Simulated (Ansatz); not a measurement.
Relaxed PbS (rock salt):

```
CELL_PARAMETERS angstrom
      0.00000     6.00891     6.00891
      3.00445     0.00000     3.00445
      3.00445     3.00445     0.00000
ATOMIC_POSITIONS crystal
  S  0.00000 0.00000 0.00000
  S  0.50000 0.00000 0.00000
  Pb 0.25000 0.50000 0.50000
  Pb 0.75000 0.50000 0.50000
```

In each cell atom 2 (S, nearest neighbour Pb at 3.004 Å; its periodic images, 4.2 Å or more away, move with it) moves by s·(0.577, 0.577, 0.577) (along Cartesian [111]), the rest being held.

The numbers are results of PBE (plane waves to 420 eV, PAW, scalar-relativistic; Ansatz, a quantum-chemistry and plane-wave program), not measurements. k mesh 4×8×8 (Γ-centred), Fermi-Dirac smearing 0.05 eV. F⊥ is the part of the force across the line. PbS was relaxed with its symmetry unable to fall. Spin-orbit coupling is left out, though Pb is heavy. 

| s (Å) | |F⊥| (eV/Å) |
|---|---|
| -0.600 | (withheld) |
| -0.480 | (withheld) |
| -0.360 | 0.130 |
| -0.240 | 0.082 |
| -0.120 | 0.039 |
| 0.000 | 0.000 |
| 0.120 | 0.039 |
| 0.240 | 0.082 |
| 0.360 | 0.130 |
| 0.480 | (withheld) |
| 0.600 | (withheld) |

### Question
Fill in the missing entries.

### Answer

- -0.600, |F⊥| (eV/Å): 0.256
- -0.480, |F⊥| (eV/Å): 0.187
- 0.480, |F⊥| (eV/Å): 0.187
- 0.600, |F⊥| (eV/Å): 0.256

(For displaced atoms, the force is minus the slope of the energy, and its curvature is a force constant, which sets phonon frequencies.)
